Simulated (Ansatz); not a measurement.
AlAs (zinc blende), relaxed with LDA (Ansatz, an electronic-structure program, plane waves, PAW): a = 5.629 Å, b = 5.629 Å, c = 5.629 Å, α = 90.00°, β = 90.00°, γ = 90.00°.

```
Quantity                              Result
------------------------------------  ------
gap (eV)                                1.32
ΔH_f (eV/atom)                         -0.47
B₀ by P(V) fit (GPa)                    75.4
K_Hill (GPa)                            75.6
G_Hill (GPa)                            41.3
ε∞                                      9.44
ε0                                      11.4
highest Γ mode, no LO–TO term (cm⁻¹)     358
electron conductivity mass (mₑ)         0.31
Θ_D (K)                                  388
```

Q: The same phase is relaxed and computed with PBE in the same code. What are the cell and these values now?

A: a = b = c = 5.728 Å, α = β = γ = 90.00°.

- gap (eV) = 1.50
- ΔH_f (eV/atom) = -0.49
- B₀ by P(V) fit (GPa) = 67.1
- K_Hill (GPa) = 67.3
- G_Hill (GPa) = 39.9
- ε∞ = 9.50
- ε0 = 11.6
- highest Γ mode, no LO–TO term (cm⁻¹) = 346
- electron conductivity mass (mₑ) = 0.32
- Θ_D (K) = 384

All cells were relaxed under the symmetry of their starts (and spin orders); stability against distortions was not tested throughout. Spin–orbit coupling is left out wherever it is not named.

Potentials: the later of the program's two PAW sets.

Ansatz is a plane-wave DFT program.

Formation energies count from the lowest solids of the elements computed at the same level, not from gases.
